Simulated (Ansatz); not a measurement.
**PbF2: frozen-core PAW against all-electron methods**

```xyz
3
Lattice="0.0000 2.9699 2.9699 2.9699 0.0000 2.9699 2.9699 2.9699 0.0000" Properties=species:S:1:pos:R:3 pbc="T T T"
Pb    0.0000    0.0000    0.0000
F     1.4849    1.4849    1.4849
F     4.4548    4.4548    4.4548
```

Atom numbers follow the list: Pb1, F2, F3.

The geometry is COD entry 9014557, unchecked; take it as a test cell.

No spin–orbit coupling, which matters for the heavy atoms here.

Levels of theory: DFT, LDA, PAW with Ansatz's default frozen-core files, scalar-relativistic (Ansatz 0.2.0); DFT, LDA, all-electron PAW with datasets made for the crystal, scalar-relativistic (Ansatz 0.2.0); DFT, LDA, all-electron LAPW, scalar-relativistic (Ansatz 0.2.0).

For PAW: a Γ-centred 7×7×7 k mesh, Fermi–Dirac smearing of 0.03 eV, cutoff 420 eV, no spin polarisation; the PAW files were made with PBE, and the program remakes their frozen cores for this functional. The crystal-made all-electron datasets (AE datasets) take a cutoff of 280 eV at this cell. LAPW targets a basis error of 0.5 meV/atom. The Ansatz runs share mesh, smearing and spin set-up. Plane-wave (PAW) pressures include the program's estimate of the Pulay term.

Stress and pressure are positive in compression.

Levels count from the top of the valence band.

```json
{"quantity": "pressure (GPa)", "PAW": "-4.93", "AE datasets": "-4.90", "LAPW": "-4.90"}
{"quantity": "band gap (eV)", "PAW": "4.263", "AE datasets": "4.251", "LAPW": "4.251"}
{"quantity": "highest filled level at K (eV)", "PAW": "-0.033", "AE datasets": "-0.034", "LAPW": "-0.034"}
{"quantity": "lowest empty level at K (eV)", "PAW": "5.173", "AE datasets": "5.162", "LAPW": "5.162"}
{"quantity": "highest filled level at X (eV)", "PAW": "-0.156", "AE datasets": "-0.157", "LAPW": "-0.157"}
{"quantity": "lowest empty level at X (eV)", "PAW": "4.263", "AE datasets": "4.251", "LAPW": "4.251"}
```

PAW's pressure differs from the LAPW value by -0.03 GPa. Datasets made for the crystal and LAPW share parts of one code, so their agreement isn't an independent check.
